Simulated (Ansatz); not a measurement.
## LuSi2: one input, then a changed one

The cell is the one relaxed in the Materials Project (mp-1103), not relaxed further here; entries there can be hypothetical.

First run: DFT, r2SCAN, all-electron PAW with datasets made for the crystal, scalar-relativistic (Ansatz 0.2.0).

Command: `ansatz run input.yaml --threads 1 --pin off --max-ram 4096MiB --backend cpu --events-out ev --progress --plain --runs-dir out` The run took 39 s on 1 thread of Arm Neoverse V2, with other jobs on the host, peak memory 0.85 GiB.

```yaml
crystal:
  lattice:
    - [4.0893360604, 0.0, 0.0]
    - [-2.0446680302, 3.5414689129, 0.0]
    - [0.0, 0.0, 3.796218]
  atoms:
    - { symbol: Lu, position: [0.0, 0.0, 0.0] }
    - { symbol: Si, position: [0.3333333333, 0.6666666667, 0.5] }
    - { symbol: Si, position: [0.6666666667, 0.3333333333, 0.5] }
kpoints:
  mp_grid: { grid: [9, 9, 9] }
  band_path:
    path:
      - [0.0, 0.0, 0.0]
      - [0.5, 0.0, 0.0]
      - [0.3333333333, 0.3333333333, 0.0]
      - [0.0, 0.0, 0.0]
      - [0.0, 0.0, 0.5]
      - [0.5, 0.0, 0.5]
      - [0.3333333333, 0.3333333333, 0.5]
      - [0.0, 0.0, 0.5]
      - [0.5, 0.0, 0.5]
    npoints: 8
scf:
  occupations: { method: fermi_dirac, width: 0.08 }
hamiltonian:
  xc: r2scan
  pseudopotentials: { kind: all_electron, datasets: crystal }
output:
  forces: true
  stress: true
  eigenvalues: true
  efg: { contact_densities: true }
```

Result: converged; pressure -2.07 GPa; 11 SCF iterations.

No spin–orbit coupling, which matters for the heavy atoms here.

A second input differs as follows:

```diff
@@ -24,4 +24,6 @@
 scf:
   occupations: { method: fermi_dirac, width: 0.08 }
+  mixing: { algorithm: broyden, beta: 0.95, ndim: 1, preconditioner: none }
+  max_iter: 50
 hamiltonian:
   xc: r2scan
```

Q: Does the change harm the result?

A: Not here: the run converged; energy at zero smearing 0.0 meV/atom from the first run; pressure -2.06 GPa; 18 SCF iterations, so the odd setting did no harm in this case.
